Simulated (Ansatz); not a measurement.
W:
```yaml
crystal:
  lattice:
    - [0.00000, 2.87820, 2.87820]
    - [2.87820, 0.00000, 2.87820]
    - [2.87820, 2.87820, 0.00000]
  atoms:
    - { symbol: W, position: [0.00000, 0.00000, 0.00000] }
    - { symbol: W, position: [0.25000, 0.25000, 0.25000] }
```

Relaxed with PBEsol. Special points in fractions of this cell's reciprocal vectors: Γ (0.000, 0.000, 0.000); X (0.500, 0.000, 0.500); U (0.625, 0.250, 0.625); K (0.375, 0.375, 0.750); L (0.500, 0.500, 0.500); W (0.500, 0.250, 0.750).

Task: List the band energies nearest the Fermi level at these points for PBEsol with spin–orbit coupling (plane waves, PAW; program Ansatz).

Result: In eV from the Fermi level; about four levels below and three above (degenerate sets whole), none deeper than 8.9 eV; points with the same levels are listed once.

```csv
k,below,above
Γ,-1.10 -1.10 -1.10 -1.10,1.39 1.39 1.71 1.71 1.71 1.71
X,-1.20 -1.20 -1.20 -1.20,1.12 1.12 1.12 1.12
U,-1.63 -1.63 -1.15 -1.15,0.39 0.39 0.62 0.62
L,-1.26 -1.26 -0.40 -0.40,2.74 2.74 2.87 2.87
W,-1.66 -1.66 -0.05 -0.05,0.16 0.16 0.17 0.17
```

Space group Fd-3m (diamond). The start of the workflow was typed in or built on a structure type; neither database checked (COD, Materials Project) lists it. It is not the phase usual at ambient conditions (space group No. 229). The cell was relaxed with PBEsol under the symmetry of its start. At this level the phase is mechanically unstable. No spin polarisation was allowed.

Potentials: the later of the program's two PAW sets.
